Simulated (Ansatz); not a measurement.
Relaxed-ion elastic tensor of AlP (wurtzite, P6_3mc) in GPa (Voigt order), LDA (plane waves, PAW; program Ansatz); density 2.40 g/cm³, 20.05 Å³ per atom.

```
 157  63.5  47.6   0.0   0.0   0.0
63.5   157  47.6   0.0   0.0   0.0
47.6  47.6   178   0.0   0.0   0.0
 0.0   0.0   0.0  36.9   0.0   0.0
 0.0   0.0   0.0   0.0  36.9   0.0
 0.0   0.0   0.0   0.0   0.0  46.9
```

**Question.** Is the crystal mechanically stable?

**Answer.** Yes: the smallest eigenvalue of C is 36.9 GPa.

**Question.** Work out the Voigt, Reuss and Hill averages.

**Answer.** K_V = 90.0, K_R = 90.0, K_H = 90.0; G_V = 46.4, G_R = 44.5, G_H = 45.5 GPa.

**Question.** Give Young's modulus, Poisson's ratio, Pugh's ratio and the universal anisotropy index.

**Answer.** E = 9KG/(3K + G) = 117 GPa; ν = 0.28; K/G = 1.98 (ductile by the Pugh limit of 1.75); A_U = 5G_V/G_R + K_V/K_R − 6 = 0.22.

**Question.** Estimate the sound speeds and the Debye temperature.

**Answer.** v_l = √((K + 4G/3)/ρ) = 7920 m/s, v_t = √(G/ρ) = 4350 m/s, mean 4850 m/s; Θ = (h/k)(3n/4πV)^(1/3) v_m = 532 K.

**Question.** How much does each axis shrink under pressure?

**Answer.** Linear compressibilities β_i = Σ_j S_ij (j = 1 to 3): x 3.8, y 3.8, z 3.6 per TPa.

The first step of the workflow began from a Materials Project structure, measured or hypothetical; the Crystallography Open Database copy checked does not list it. It is not the phase usual at ambient conditions (space group No. 216). The LDA relaxation kept the symmetry of its start; phonons on a q-mesh show no instability.

Potentials: the later of the program's two PAW sets.
